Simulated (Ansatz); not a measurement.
One crystal and one scan (scan of one atom of the cell) at two levels, PBE (plane waves to 420 eV, PAW, scalar-relativistic; Ansatz, a first-principles code) and r2SCAN (plane waves to 500 eV, PAW, scalar-relativistic; Ansatz), each from its own relaxed cell and on its own mesh.

The crystal is TiSi2 (C49 type, space group Cmcm); one Si atom of a 6-atom cell moves by s towards the nearest neighbour, with its periodic images.

Energies are smeared free energies. This is one of several known forms of TiSi2; the measured ambient cells at hand have space group No. 70. TiSi2 is run without spin polarisation. TiSi2 was relaxed with its symmetry unable to fall. With partly filled bands, energies and forces of such displacements shift with the k mesh and the smearing.

```csv
quantity,run 1,run 2
Lattice constant a (Å),3.546,3.527
Lattice constant b (Å),13.56,13.52
Lattice constant c (Å),3.580,3.565
Relaxed volume (Å³/atom),14.35,14.16
Force constant k = d²E/ds² at s = 0 (finite differences) (eV/Å²),11.04,12.04
```

Q: Which run is which level?

A: Run 1 is PBE, run 2 is r2SCAN. PBE gives the higher value for: lattice constant a; lattice constant b; lattice constant c; relaxed volume. PBE gives the lower value for: force constant k = d²E/ds² at s = 0. Both give the same shape of the curve: a single well with its minimum at or next to zero displacement.

(For displaced atoms, the force is minus the slope of the energy, and its curvature is a force constant, which sets phonon frequencies.)
